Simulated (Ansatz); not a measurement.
Ru:
```cif
data_Ru
_chemical_formula_sum 'Ru1'
_space_group_name_H-M_alt 'P 1'
_space_group_IT_number 1
_cell_length_a 2.65657
_cell_length_b 2.65657
_cell_length_c 2.65657
_cell_angle_alpha 105.196
_cell_angle_beta 105.196
_cell_angle_gamma 118.408
loop_
_space_group_symop_operation_xyz
  'x, y, z'
loop_
_atom_site_label
_atom_site_type_symbol
_atom_site_fract_x
_atom_site_fract_y
_atom_site_fract_z
_atom_site_occupancy
Ru1 Ru 0.00000 0.00000 0.00000 1
```
Starting moments (μB, in the order of the atoms Ru): 0.9.

Relaxed with r²SCAN.

Task: Tabulate the valence density and the electron localisation function along the shortest Ru–Ru contact (2.66 Å), plane-wave PAW r²SCAN (Ansatz code).

Result: 

```
distance from Ru (Å)  density (e/Å³)   ELF
--------------------  --------------  ----
0.27                            9.43  0.46
0.40                            8.06  0.63
0.53                            5.93  0.68
0.66                            3.68  0.63
0.80                            1.93  0.50
0.93                            0.97  0.34
1.06                            0.59  0.27
1.20                            0.45  0.27
1.33                            0.41  0.30
1.46                            0.45  0.27
1.59                            0.59  0.27
1.73                            0.97  0.34
1.86                            1.93  0.50
1.99                            3.68  0.63
2.13                            5.93  0.68
2.26                            8.06  0.63
2.39                            9.43  0.46
```

The density is the valence pseudo-density with augmentation charge, so density and ELF within about 1 Å of a nucleus are not all-electron values.

Space group I4/mmm (body-centred tetragonal). The start of the workflow was typed in or built on a structure type; neither database checked (COD, Materials Project) lists it. It is not the phase usual at ambient conditions (space group No. 194). Symmetry was held in the r²SCAN relaxation; whether a distortion lowers the energy is not shown. Magnetic state: ferromagnetic, chosen from 4 collinear starts compared on coarse meshes (ties went to the first, and starts can fall back to one state), not a proven ground state. Other orbital occupations within this spin state were not tried.

Potentials: the later of the program's two PAW sets.
